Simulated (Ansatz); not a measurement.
CoC6:
```cif
data_C6Co
_chemical_formula_sum 'C6 Co1'
_space_group_name_H-M_alt 'P 1'
_space_group_IT_number 1
_cell_length_a 4.32286
_cell_length_b 4.32286
_cell_length_c 3.44680
_cell_angle_alpha 90.000
_cell_angle_beta 90.000
_cell_angle_gamma 60.256
loop_
_space_group_symop_operation_xyz
  'x, y, z'
loop_
_atom_site_label
_atom_site_type_symbol
_atom_site_fract_x
_atom_site_fract_y
_atom_site_fract_z
_atom_site_occupancy
C1 C 0.00373 0.99627 0.00000 1
C2 C 0.00674 0.65735 0.00000 1
C3 C 0.34289 0.32564 0.00000 1
C4 C 0.34265 0.99326 0.00000 1
C5 C 0.67436 0.65711 0.00000 1
C6 C 0.67291 0.32709 0.00000 1
Co1 Co 0.27251 0.72749 0.50000 1
```
The run is spin-polarised; directions of the spins, atom by atom: 0 0 0 0 0 0 ↑.

This is the PBEsol-relaxed structure.

Problem. All from PBEsol in the plane-wave PAW code Ansatz, unless another level is named. Predict the electronic character.

Solution. metallic (no gap).

Problem. What about the formation energy from the elements (no fitted shifts)?

Solution. 0.39 eV/atom.

Problem. And the density of states at the Fermi level?

Solution. 0.45 states/eV per atom (mean over ±0.08 eV).

Space group Amm2. The start of the workflow was typed in or built on a structure type; neither database checked (COD, Materials Project) lists it. Whether it is the stable phase at ambient conditions was not checked. Symmetry was held in the PBEsol relaxation; its stability against distortions is not shown here. Magnetic state: ferromagnetic, the only order run, not a proven ground state. The cell computed holds one magnetic atom, so no antiferromagnetic order was within reach. Its formation energy is positive at this level, so the cell may be metastable or incomplete. The references are the lowest solids computed at this level, not always the standard phases.

Potentials: the earlier of the program's two PAW sets. The files were generated under PBE; for other functionals the program regenerates the frozen cores, and for LDA and PBEsol the local potential too.
